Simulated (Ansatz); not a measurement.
**Na: strain energy, fitted**

Na, C2/m, a = 6.408 Å, b = 3.741 Å, c = 9.416 Å, β = 104.8°. This isn't the element's structure at ambient conditions. Ansatz: PBEsol, PAW, 420 eV, Γ-centred 6×10×4 mesh on 6 atoms, Gaussian smearing 0.10 eV; no spin polarisation. Series: strain along c alone, the other axes held, atoms relaxed; x is the strain in per cent. y is the free energy over the unstrained cell, V0 = 36.368 Å³/atom.

| x (%) | y (meV/atom) |
| --- | --- |
| -3.0 | ? |
| -2.0 | 0.79 |
| -1.0 | 0.20 |
| 0.0 | 0.00 |
| 1.0 | 0.19 |
| 2.0 | 0.75 |
| 3.0 | 1.67 |

**Question.** Fit y = c2 x² + c3 x³ to the other rows, turn c2 into a modulus, and predict the missing energy.

**Answer.** Least squares on the rows shown. y = 0.1928 x² − 0.002430 x³. In eV per unit strain² c2 is 1.928; this is C33 with relaxed ions (E = ½ C33 V0 ε²): 2 × 1.928 × 160.2 / (36.368) = 17.0 GPa. Energies this small carry numerical noise of a few hundredths of a meV. At x = -3.0 the fit asked for gives 1.80 meV/atom. The run gave 1.81 meV/atom, so the fit is 0.01 meV/atom too low, a small miss on the scale of the series.